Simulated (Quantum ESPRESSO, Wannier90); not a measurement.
Wannierisation of BeS (zinc blende)

```
CELL_PARAMETERS angstrom
      0.00000     2.43515     2.43515
      2.43515     0.00000     2.43515
      2.43515     2.43515     0.00000
ATOMIC_POSITIONS crystal
  Be 0.00000 0.00000 0.00000
  S  0.25000 0.25000 0.25000
```

Materials Project entry mp-422; symmetrised, unrelaxed at this level. COD (Crystallography Open Database) has an entry of this formula and space group (matched by these alone). Level: PBEsol, no spin polarisation, no spin-orbit coupling; pw.x of Quantum ESPRESSO at 71 Ry with PseudoDojo potentials, 10×10×10 k-points, Wannier90. Density: 12×12×12 mesh, cold smearing 0.01 Ry.

Functional, cutoff and mesh named above are those of the base row (10×10×10); the first column says what each row takes instead. Model: 4 functions from bands 2-5, start SCDM (isolated) (the valence bands). Energies are relative to the valence-band maximum; the misfit is to pw.x on a path, for all bands of the set. Only the mesh of Bloch states changes. Ω_total can sit in another minimum from row to row; Ω_I of an isolated set cannot.

| mesh | Ω_I (Å²) | Ω_total (Å²) | rms misfit (meV) | k-points (cost) | rough cost of nscf and overlaps (first row = 1) |
|---|---|---|---|---|---|
| 4×4×4 | 3.82 | 4.45 | 37 | 64 | 1.0 |
| 5×5×5 | 4.07 | 4.71 | 31 | 125 | 1.5 |
| 7×7×7 | 4.33 | 4.96 | 6.8 | 343 | 4 |
| 8×8×8 | 4.40 | 5.02 | 2.2 | 512 | 6 |
| 10×10×10 | 4.48 | 5.10 | 0.6 | 1000 | 11 |
| 12×12×12 | 4.53 | 5.14 | 0.2 | 1728 | 17 |
